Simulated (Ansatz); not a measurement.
MnPt:
```
CELL_PARAMETERS angstrom
      4.00786     0.00000     0.00000
      0.00000     4.00786     0.00000
      0.00000     0.00000     3.66004
ATOMIC_POSITIONS crystal
  Mn 0.00000 0.00000 0.00000
  Mn 0.50000 0.50000 0.00000
  Pt 0.50000 0.00000 0.50000
  Pt 0.00000 0.50000 0.50000
```
The run is spin-polarised; directions of the spins, atom by atom: ↑ ↓ 0 0.

Relaxed with r²SCAN.

### Question
Give the Bader charges and basin volumes of the independent atoms, r²SCAN (plane waves, PAW; program Ansatz).

### Answer


| atom | Bader charge (e) | Bader volume (Å³) |
|---|---|---|
| Mn1 | +0.96 | 10.2 |
| Pt3 | -0.96 | 19.1 |

Space group P4/mmm (L1₀ or tetragonal B2). The start of the workflow was typed in or built on a structure type; the Crystallography Open Database files this formula in space group No. 123, but the cells were not matched. Its standing as an ambient phase is unchecked. The r²SCAN relaxation kept the symmetry of its start, as lowered by the spin order; its stability against distortions is not shown here. The final state is antiferromagnetic, chosen from 5 collinear starts compared on coarse meshes (ties went to the first, and starts can fall back to one state), not a proven ground state. Other orbital occupations within this spin state were not tried. Spin–orbit coupling is left out wherever it is not named.

Potentials: the later of the program's two PAW sets.
